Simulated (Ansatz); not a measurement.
Given:

AlN (rock salt, Fm-3m), a = 4.0102 Å, b = 4.0102 Å, c = 4.0102 Å, α = 90.00°, β = 90.00°, γ = 90.00°; the cell used has 2 atoms.

This is the LDA-relaxed structure.

All from LDA in the plane-wave PAW code Ansatz, unless another level is named. Estimate the highest zone-centre frequency (without LO–TO term).

478 cm^-1.

And the zero-point energy?

92.9 meV/atom.

Next, the Hill bulk and shear moduli?

277 and 241 GPa.

This is a known high-pressure phase of the composition, computed here at zero pressure and temperature. The LDA relaxation kept the symmetry of its start; phonons on a q-mesh show no instability. The volume moved by -39 % from the start of the relaxation.

Potentials: the earlier of the program's two PAW sets.
